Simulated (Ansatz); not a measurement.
Input, command and steps of an Ansatz relaxation.

```yaml
crystal:
  lattice:
    - [-2.1634377723, 2.1634377723, 5.6763466303]
    - [2.1634377723, -2.1634377723, 5.6763466303]
    - [2.1634377723, 2.1634377723, -5.6763466303]
  atoms:
    - { symbol: Ca, position: [0.25, 0.75, 0.5] }
    - { symbol: Ca, position: [0.75, 0.25, 0.5] }
    - { symbol: Mg, position: [0.626, 0.626, 0.0] }
    - { symbol: Mg, position: [0.374, 0.374, 0.0] }
    - { symbol: Mo, position: [0.0, 0.0, 0.0] }
basis:
  ecutwfc: 420
kpoints:
  mp_grid: { grid: [6, 6, 6] }
hamiltonian:
  xc: pbe
scf:
  occupations: { method: gaussian, width: 0.1 }
  lower_state_search: "off"
output:
  forces: true
  stress: true
  eigenvalues: true
relax:
  adjacent_minimum: "off"
  f_tol: 0.04
  max_steps: 70
  cell: { stress_tol: 0.4 }
```

```bash
ansatz run input.yaml --threads 1 --pin off --max-ram 2560MiB --backend cpu --events-out ev --progress --plain --runs-dir out
```

Method: DFT PBE, scalar-relativistic, plane waves, PAW (Ansatz 0.2.0).

Of 13 frames 9 are shown, positions in Å and forces in eV/Å; the SCF threshold varies from step to step. Steps run on the plane waves of an earlier cell, with a Pulay correction in the pressure. The basis is chosen afresh for the last frame, the zero of the energies, and at times for earlier ones too; energy and pressure step there, also at an unchanged geometry. Here that happened at step 10 (-11 meV/atom, 0.6 GPa); the frames before carry an error of that size.

```xyz
5
Lattice="-2.1634 2.1634 5.6763 2.1634 -2.1634 5.6763 2.1634 2.1634 -5.6763" Properties=species:S:1:pos:R:3:forces:R:3 pbc="T T T" step=1 free_energy_over_end_meV_per_atom=680.93 pressure_GPa=14.71
Ca    2.1634    0.0000    2.8382    0.0000    0.0000    0.0000
Ca    0.0000    2.1634    2.8382    0.0000    0.0000    0.0000
Mg    0.0000    0.0000    7.1068    0.0000    0.0000   -5.1916
Mg    0.0000    0.0000    4.2459    0.0000    0.0000    5.1916
Mo    0.0000    0.0000    0.0000    0.0000    0.0000    0.0000
5
Lattice="-2.2119 2.2119 5.6763 2.2119 -2.2119 5.6763 2.2119 2.2119 -5.6763" Properties=species:S:1:pos:R:3:forces:R:3 pbc="T T T" step=2 free_energy_over_end_meV_per_atom=283.09 pressure_GPa=9.59
Ca    2.2119    0.0000    2.8381    0.0000    0.0000    0.0000
Ca    0.0000    2.2119    2.8381    0.0000    0.0000    0.0000
Mg    0.0000    0.0000    6.9084    0.0000    0.0000   -2.3751
Mg    0.0000    0.0000    4.4441    0.0000    0.0000    2.3751
Mo    0.0000    0.0000    0.0000    0.0000    0.0000    0.0000
5
Lattice="-2.2736 2.2736 6.2363 2.2736 -2.2736 6.2363 2.2736 2.2736 -6.2363" Properties=species:S:1:pos:R:3:forces:R:3 pbc="T T T" step=4 free_energy_over_end_meV_per_atom=73.88 pressure_GPa=1.74
Ca    2.2736    0.0000    3.1182    0.0000    0.0000    0.0000
Ca    0.0000    2.2736    3.1182    0.0000    0.0000    0.0000
Mg    0.0000    0.0000    7.4155    0.0000    0.0000   -0.0116
Mg    0.0000    0.0000    5.0572    0.0000    0.0000    0.0116
Mo    0.0000    0.0000    0.0000    0.0000    0.0000    0.0000
5
Lattice="-2.2552 2.2552 6.5202 2.2552 -2.2552 6.5202 2.2552 2.2552 -6.5202" Properties=species:S:1:pos:R:3:forces:R:3 pbc="T T T" step=5 free_energy_over_end_meV_per_atom=45.87 pressure_GPa=0.38
Ca    2.2552    0.0000    3.2601    0.0000    0.0000    0.0000
Ca    0.0000    2.2552    3.2601    0.0000    0.0000    0.0000
Mg    0.0000    0.0000    7.7168    0.0000    0.0000    0.0708
Mg    0.0000    0.0000    5.3235    0.0000    0.0000   -0.0708
Mo    0.0000    0.0000    0.0000    0.0000    0.0000    0.0000
5
Lattice="-2.2188 2.2188 6.7950 2.2188 -2.2188 6.7950 2.2188 2.2188 -6.7950" Properties=species:S:1:pos:R:3:forces:R:3 pbc="T T T" step=6 free_energy_over_end_meV_per_atom=27.23 pressure_GPa=-0.38
Ca    2.2188    0.0000    3.3975    0.0000    0.0000    0.0000
Ca    0.0000    2.2188    3.3975    0.0000    0.0000    0.0000
Mg    0.0000    0.0000    8.0089    0.0000    0.0000    0.1033
Mg    0.0000    0.0000    5.5811    0.0000    0.0000   -0.1033
Mo    0.0000    0.0000    0.0000    0.0000    0.0000    0.0000
5
Lattice="-2.1175 2.1175 7.0390 2.1175 -2.1175 7.0390 2.1175 2.1175 -7.0390" Properties=species:S:1:pos:R:3:forces:R:3 pbc="T T T" step=8 free_energy_over_end_meV_per_atom=15.89 pressure_GPa=0.73
Ca    2.1175    0.0000    3.5195    0.0000    0.0000    0.0000
Ca    0.0000    2.1175    3.5195    0.0000    0.0000    0.0000
Mg    0.0000    0.0000    8.2800    0.0000    0.0000   -0.2181
Mg    0.0000    0.0000    5.7980    0.0000    0.0000    0.2181
Mo    0.0000    0.0000    0.0000    0.0000    0.0000    0.0000
5
Lattice="-2.1276 2.1276 7.1056 2.1276 -2.1276 7.1056 2.1276 2.1276 -7.1056" Properties=species:S:1:pos:R:3:forces:R:3 pbc="T T T" step=9 free_energy_over_end_meV_per_atom=14.21 pressure_GPa=-0.04
Ca    2.1276    0.0000    3.5528    0.0000    0.0000    0.0000
Ca    0.0000    2.1276    3.5528    0.0000    0.0000    0.0000
Mg    0.0000    0.0000    8.3418    0.0000    0.0000    0.0053
Mg    0.0000    0.0000    5.8693    0.0000    0.0000   -0.0053
Mo    0.0000    0.0000    0.0000    0.0000    0.0000    0.0000
5
Lattice="-2.1276 2.1276 7.1056 2.1276 -2.1276 7.1056 2.1276 2.1276 -7.1056" Properties=species:S:1:pos:R:3:forces:R:3 pbc="T T T" step=10 free_energy_over_end_meV_per_atom=3.58 pressure_GPa=0.57
Ca    2.1276    0.0000    3.5528    0.0000    0.0000    0.0000
Ca    0.0000    2.1276    3.5528    0.0000    0.0000    0.0000
Mg    0.0000    0.0000    8.3418    0.0000    0.0000    0.0095
Mg    0.0000    0.0000    5.8693    0.0000    0.0000   -0.0095
Mo    0.0000    0.0000    0.0000    0.0000    0.0000    0.0000
5
Lattice="-2.1021 2.1021 7.3380 2.1021 -2.1021 7.3380 2.1021 2.1021 -7.3380" Properties=species:S:1:pos:R:3:forces:R:3 pbc="T T T" step=13 free_energy_over_end_meV_per_atom=0.00 pressure_GPa=0.06
Ca    2.1021    0.0000    3.6690    0.0000    0.0000    0.0000
Ca    0.0000    2.1021    3.6690    0.0000    0.0000    0.0000
Mg    0.0000    0.0000    8.5976    0.0000    0.0000    0.0064
Mg    0.0000    0.0000    6.0783    0.0000    0.0000   -0.0064
Mo    0.0000    0.0000    0.0000    0.0000    0.0000    0.0000
```

The start puts this composition into another compound's structure type, which needn't suit it. At the end the space group is I4/mmm (tolerance 0.05 Å).

It took 71 s on 1 thread of Arm Neoverse V2, on a shared host, peak memory 0.43 GiB.

The k mesh is coarse.